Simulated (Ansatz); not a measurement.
**How much does the functional matter for the cell of Al₂Cu?**

The starting cell is an entry of the Crystallography Open Database (1989):

```
Al Cu
1.0
    -3.03350    3.03350    2.43850
     3.03350   -3.03350    2.43850
     3.03350    3.03350   -2.43850
Al Cu
4 2
Direct
  0.65810 0.15810 0.81620
  0.15810 0.34190 0.50000
  0.34190 0.84190 0.18380
  0.84190 0.65810 0.50000
  0.25000 0.25000 0.00000
  0.75000 0.75000 0.00000
```

Atoms and cell were relaxed at zero pressure with plane-wave PAW DFT (Ansatz 0.2.0; one set of PAW datasets, made under PBE, for all functionals; 420 eV, r2SCAN 500 eV; 8×8×8 Γ-centred mesh, fermi-dirac occupations of width 0.100 eV; no spin polarisation, no spin-orbit coupling, no dispersion correction), keeping the symmetry (I4/mcm, No. 140).

What cells and energies do LDA, PBEsol, PBE, r2SCAN give?

The relaxed conventional cells:

| functional | a (Å) | c (Å) | volume (Å³/atom) | formation energy (eV/atom) |
| --- | --- | --- | --- | --- |
| LDA | 5.958 | 4.747 | 14.04 | -0.184 |
| PBEsol | 6.016 | 4.792 | 14.45 | -0.171 |
| PBE | 6.075 | 4.846 | 14.91 | -0.158 |
| r2SCAN | 6.016 | 4.777 | 14.41 | -0.156 |
| the entry | 6.067 | 4.877 | 14.96 | – |

LDA gives the smallest volume and PBE the largest, 6.2 % more, the usual order, since LDA overbinds and PBE's gradient terms loosen the lattice. Against the entry's volume: LDA -6.1 %, PBEsol -3.4 %, PBE -0.4 %, r2SCAN -3.7 %; PBE comes nearest. The formation energies span 0.03 eV an atom, lowest under LDA.

Caveats: each relaxation keeps the start's symmetry, so a distorted cell may lie lower; computed cells are at 0 K with fixed nuclei, while the entry holds thermal expansion, often some tenths of a per cent in volume and more in soft crystals; formation energies are at zero smearing against the elements' usual phases under the same functional, gases as free molecules, uncorrected.
